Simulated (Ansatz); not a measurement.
Crystals of one structure type (rock salt) and one family of elements, relaxed and computed with plane-wave PAW LDA (Ansatz code).

```json
[
 {"crystal": "NaI", "gap (eV)": "3.62", "electron conductivity mass (mₑ)": "0.24"},
 {"crystal": "KI", "gap (eV)": "3.87", "electron conductivity mass (mₑ)": "0.30"},
 {"crystal": "RbBr", "gap (eV)": "4.16", "electron conductivity mass (mₑ)": "0.34"},
 {"crystal": "KBr", "gap (eV)": "4.32", "electron conductivity mass (mₑ)": "?"},
 {"crystal": "NaCl", "gap (eV)": "5.07", "electron conductivity mass (mₑ)": "0.37"},
 {"crystal": "KCl", "gap (eV)": "5.11", "electron conductivity mass (mₑ)": "0.41"},
 {"crystal": "LiF", "gap (eV)": "9.70", "electron conductivity mass (mₑ)": "0.97"}
]
```

### Question
Fit a straight line to ln m* against ln E_g and predict the withheld value.

### Answer
Least squares on the 6 shown rows: ln m* = 1.33 × ln E_g + (-3.064), with a scatter of 6 %. For KBr this gives 0.33. The run itself gave 0.34, within the scatter.

All cells were relaxed under the symmetry of their starts (and spin orders); stability against distortions was not tested throughout. Spin–orbit coupling is left out wherever it is not named.

Potentials: the later of the program's two PAW sets.
